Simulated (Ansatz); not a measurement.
CdTe:
```cif
data_Cd2Te2
_chemical_formula_sum 'Cd2 Te2'
_space_group_name_H-M_alt 'P 1'
_space_group_IT_number 1
_cell_length_a 4.52482
_cell_length_b 4.52482
_cell_length_c 7.42667
_cell_angle_alpha 90.000
_cell_angle_beta 90.000
_cell_angle_gamma 120.000
loop_
_space_group_symop_operation_xyz
  'x, y, z'
loop_
_atom_site_label
_atom_site_type_symbol
_atom_site_fract_x
_atom_site_fract_y
_atom_site_fract_z
_atom_site_occupancy
Cd1 Cd 0.33333 0.66667 0.50042 1
Cd2 Cd 0.66667 0.33333 0.00042 1
Te1 Te 0.66667 0.33333 0.37458 1
Te2 Te 0.33333 0.66667 0.87458 1
```

Relaxed with LDA.

Q: Which orbitals make up the states near the band edges in LDA (plane waves, PAW; program Ansatz)?

A: Top 1 eV of the valence band: Te 5p 91 %. Bottom 1 eV of the conduction band: Cd 5s 52 %, Te 5p 27 %, Te 5s 17 %. Projections are on Löwdin-orthogonalised atomic valence shells; empty p or d shells of many metals are not among them.

Q: Tabulate the density of states.

A: States/eV per cell of 4 atoms, in 0.25 eV bins, energy from the valence-band maximum.

| E (eV) | total | Te 5p | Cd 5s | Cd 4d |
|---|---|---|---|---|
| -7.85 | 5.78 | 0.12 | 0.17 | 5.01 |
| -7.60 | 6.50 | 0.05 | 0.08 | 5.44 |
| -7.35 | 0.00 | 0.00 | 0.00 | 0.00 |
| -7.10 | 0.00 | 0.00 | 0.00 | 0.00 |
| -6.85 | 0.00 | 0.00 | 0.00 | 0.00 |
| -6.60 | 0.00 | 0.00 | 0.00 | 0.00 |
| -6.35 | 0.00 | 0.00 | 0.00 | 0.00 |
| -6.10 | 0.00 | 0.00 | 0.00 | 0.00 |
| -5.85 | 0.00 | 0.00 | 0.00 | 0.00 |
| -5.60 | 0.00 | 0.00 | 0.00 | 0.00 |
| -5.35 | 0.00 | 0.00 | 0.00 | 0.00 |
| -5.10 | 0.00 | 0.00 | 0.00 | 0.00 |
| -4.85 | 0.00 | 0.00 | 0.00 | 0.00 |
| -4.60 | 3.08 | 1.79 | 1.18 | 0.04 |
| -4.35 | 4.29 | 2.46 | 1.58 | 0.08 |
| -4.10 | 2.51 | 1.44 | 0.81 | 0.07 |
| -3.85 | 1.67 | 0.96 | 0.49 | 0.06 |
| -3.60 | 1.09 | 0.63 | 0.29 | 0.05 |
| -3.35 | 0.83 | 0.48 | 0.20 | 0.04 |
| -3.10 | 0.91 | 0.63 | 0.15 | 0.03 |
| -2.85 | 2.27 | 1.92 | 0.15 | 0.06 |
| -2.60 | 2.00 | 1.68 | 0.13 | 0.06 |
| -2.35 | 2.74 | 2.38 | 0.12 | 0.08 |
| -2.10 | 3.19 | 2.82 | 0.10 | 0.09 |
| -1.85 | 3.56 | 3.17 | 0.08 | 0.10 |
| -1.60 | 3.86 | 3.44 | 0.07 | 0.12 |
| -1.35 | 5.54 | 4.99 | 0.06 | 0.18 |
| -1.10 | 4.35 | 3.92 | 0.04 | 0.16 |
| -0.85 | 2.99 | 2.70 | 0.02 | 0.12 |
| -0.60 | 1.75 | 1.60 | 0.00 | 0.07 |
| -0.35 | 1.05 | 0.96 | 0.00 | 0.05 |
| -0.10 | 0.32 | 0.29 | 0.00 | 0.01 |
| 0.15 | 0.00 | 0.00 | 0.00 | 0.00 |
| 0.40 | 0.00 | 0.00 | 0.00 | 0.00 |
| 0.65 | 0.00 | 0.00 | 0.00 | 0.00 |
| 0.90 | 0.00 | 0.00 | 0.00 | 0.00 |
| 1.15 | 0.02 | 0.00 | 0.01 | 0.00 |
| 1.40 | 0.05 | 0.01 | 0.03 | 0.00 |
| 1.65 | 0.14 | 0.04 | 0.07 | 0.00 |
| 1.90 | 0.34 | 0.10 | 0.17 | 0.00 |
| 2.15 | 1.52 | 0.39 | 0.63 | 0.01 |
| 2.40 | 3.12 | 0.83 | 1.21 | 0.01 |
| 2.65 | 4.04 | 1.11 | 1.54 | 0.01 |
| 2.90 | 3.20 | 0.93 | 1.21 | 0.01 |
| 3.15 | 1.82 | 0.53 | 0.63 | 0.00 |
| 3.40 | 1.24 | 0.36 | 0.40 | 0.00 |
| 3.65 | 0.59 | 0.16 | 0.17 | 0.00 |
| 3.90 | 2.37 | 0.31 | 0.28 | 0.00 |
| 4.15 | 5.56 | 0.49 | 0.38 | 0.01 |
| 4.40 | 2.69 | 0.25 | 0.22 | 0.01 |
| 4.65 | 3.47 | 0.27 | 0.24 | 0.00 |
| 4.90 | 2.25 | 0.14 | 0.10 | 0.00 |

Space group P6_3mc (wurtzite). The first step of the workflow began from a Materials Project structure, measured or hypothetical; the Crystallography Open Database copy checked does not list it. It is not the phase usual at ambient conditions (space group No. 216). The LDA relaxation kept the symmetry of its start; its stability against distortions is not shown here. Spin–orbit coupling is left out wherever it is not named.

Potentials: the earlier of the program's two PAW sets. The files were generated under PBE; for other functionals the program regenerates the frozen cores, and for LDA and PBEsol the local potential too.
